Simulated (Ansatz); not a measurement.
Starting cell, BaTiO$_{3}$ (space group Amm2):

```
BaTiO3
1.0
    3.92309     0.00000     0.00000
    0.00000     2.79408     2.79916
    0.00000    -2.79408     2.79916
Ba Ti O
1 1 3
Cartesian
  0.00000   0.00000   0.00982
  1.96154   0.00000   2.86632
  1.96154   1.38110   4.13242
  1.96154  -1.38110   4.13242
  0.00000   0.00000   2.74220
```

The atoms are displaced by Q × the pattern below (from a DFPT mode at Γ, largest move 1; Q in Å), at fixed cell.

```
atom       x      y      z
----  ------  -----  -----
Ba1    0.020  0.000  0.000
Ti2    0.724  0.000  0.000
O3    -0.667  0.000  0.000
O4    -0.667  0.000  0.000
O5    -1.000  0.000  0.000
```

Calculation: LDA (plane waves to 420 eV, PAW, scalar-relativistic; Ansatz, a first-principles code). k mesh 9×8×8 (Γ-centred), fixed occupations. BaTiO3 is run without spin polarisation. BaTiO3 was relaxed with its symmetry unable to fall. This is one of several known forms of BaTiO3; the measured ambient cells at hand have space group No. 99. The zero of ΔE is the undisplaced structure.

```tsv
Q (Å)	ΔE (meV/cell)
-0.066	withheld
-0.055	1.9
-0.044	0.5
-0.033	-0.1
-0.022	-0.1
-0.011	-0.1
0.000	0.0
0.011	-0.1
0.022	-0.1
0.033	-0.1
0.044	0.5
0.055	1.9
0.066	withheld
```

Q: Fit an even polynomial form (powers 2, 4) to the given rows and predict ΔE at Q = 0.066.

A: Least squares on the 11 given rows: ΔE = (-443.8)·Q² + (355100)·Q⁴, in meV/cell with Q in Å; root-mean-square residual 0.03 meV/cell. At 0.066 the fit gives 4.8 meV/cell; the calculation gives 4.8 meV/cell, the same to the digits shown. The quadratic term alone would give -1.9 meV/cell: it is negative, as the undisplaced cell is unstable along this move.

(A displaced cell: forces are minus the slopes of the energy, force constants its curvatures, and phonons follow from these.)
